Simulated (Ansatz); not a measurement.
## Ansatz run on FePb

System: FePb, 2 atoms in the cell.

Ansatz input (lattice in Å, positions in fractions of it)
```yaml
crystal:
  lattice:
    - [3.2, 0, 0]
    - [0, 3.2, 0]
    - [0, 0, 4.1]
  atoms:
    - { symbol: Fe, position: [0, 0, 0] }
    - { symbol: Pb, position: [0.5, 0.5, 0.5] }
kpoints:
  mp_grid: { grid: [8, 8, 6] }
hamiltonian:
  xc: pbe
  pseudopotentials: { kind: paw, source: ansatz }
scf:
  occupations: { method: fermi_dirac, width: 0.1 }
  convergence: { dr2_threshold: "1e-9 eV" }
  max_iter: 300
output:
  forces: true
  stress: true
```

All numbers below come from Ansatz 0.2.0 development build, PBE, plane waves, PAW datasets (earlier set, tuned by hand).

What the run gave

| Item | Value |
| --- | --- |
| Plane-wave cutoff used | 844 eV |
| Pressure | -10.54 GPa |
| Smearing term TS | 85.9 meV/atom |
| Valence electrons | 38 |
| Irreducible k-points | 60 |
| CPU time | roughly 16 core-seconds on a shared host |

Stress tensor in GPa, compression positive:
```
 -7.86   0.00   0.00
  0.00  -7.86   0.00
  0.00   0.00 -15.91
```

The stress includes the program's correction for the finite plane-wave basis.

The cell is a model and need not be the structure known for this compound. The k-mesh is modest, so these values aren't fully converged in k. Spin polarisation is left out, and a magnetic state may lie lower. Spin–orbit coupling is left out, which matters for 6p elements such as Tl, Pb and Bi.
